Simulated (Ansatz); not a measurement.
Data:

Starting cell, Si (diamond):

```
Si
1.0
    0.00000     5.46988     5.46988
    2.73494     2.73494     5.46988
    2.73494     2.73494     0.00000
Si
4
Cartesian
  2.73494   8.20482   8.20482
  2.73494   5.46988   5.46988
  4.10241   9.57229   9.57229
  4.10241   6.83735   6.83735
```

The atoms are displaced by Q × the pattern below (from a DFPT mode at X = (0.5, 0.5, 0.0), largest move 1; Q in Å), at fixed cell. It is one choice among 2 degenerate patterns. (q is in reciprocal vectors of the primitive cell; the cell shown is doubled to hold the pattern.)

```
atom       x       y      z
----  ------  ------  -----
Si1   -0.661   0.751  0.000
Si2    0.661  -0.751  0.000
Si3   -0.751   0.661  0.000
Si4    0.751  -0.661  0.000
```

Level of theory: PBE (plane waves to 420 eV, PAW, scalar-relativistic; Ansatz, a first-principles code). k mesh 10×10×10 (Γ-centred), Fermi-Dirac smearing 0.05 eV. Energies are smeared free energies. Si was relaxed with its symmetry unable to fall. The PAW data are Ansatz's earlier set. The zero of ΔE is the undisplaced structure.

The scan covers Q from -0.100 to 0.100 Å in 13 points.

Question: Which space group does the distorted structure have?

Answer: P222_1 (No. 17), lowered from Fd-3m.

Question: What is the energy change at Q = 0.100 Å?

Answer: 417 meV/cell.

Question: What harmonic wavenumber does the curvature at Q = 0 give?

Answer: 446 cm⁻¹.

(A displaced cell: forces are minus the slopes of the energy, force constants its curvatures, and phonons follow from these.)
